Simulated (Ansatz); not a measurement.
Al₃Ni₂ (La2O3 or Ni2Al3 type, P-3m1) under volume change, plane-wave PAW LDA (Ansatz code), shape and atoms relaxed at each volume.

```csv
V (Å³/atom),E − E(relaxed) (meV/atom),P (GPa)
11.915,(withheld),(withheld)
12.308,24.9,10.73
12.701,(withheld),(withheld)
13.094,0.0,0.00
13.487,5.3,-4.21
13.880,20.1,-7.80
14.272,43.1,-10.85
```

Task: Some entries are withheld; supply them.

Result: 
- 12.701, E − E(relaxed) (meV/atom): 5.9
- 12.701, P (GPa): 4.94
- 11.915, E − E(relaxed) (meV/atom): 59.3
- 11.915, P (GPa): 17.53

Task: What does a third-order Birch–Murnaghan fit give for V₀, B₀ and B′?

Result: V₀ = 13.09 Å³/atom, B₀ = 152 GPa, B′ = 4.3.

The workflow started from a Materials Project entry (that database holds measured and hypothetical structures alike); the Crystallography Open Database copy checked does not list it. Whether it is the stable phase at ambient conditions was not checked. The cell was relaxed with LDA under the symmetry of its start; of distortions, only those at the zone centre were tested. No spin polarisation was allowed.

Potentials: the later of the program's two PAW sets.
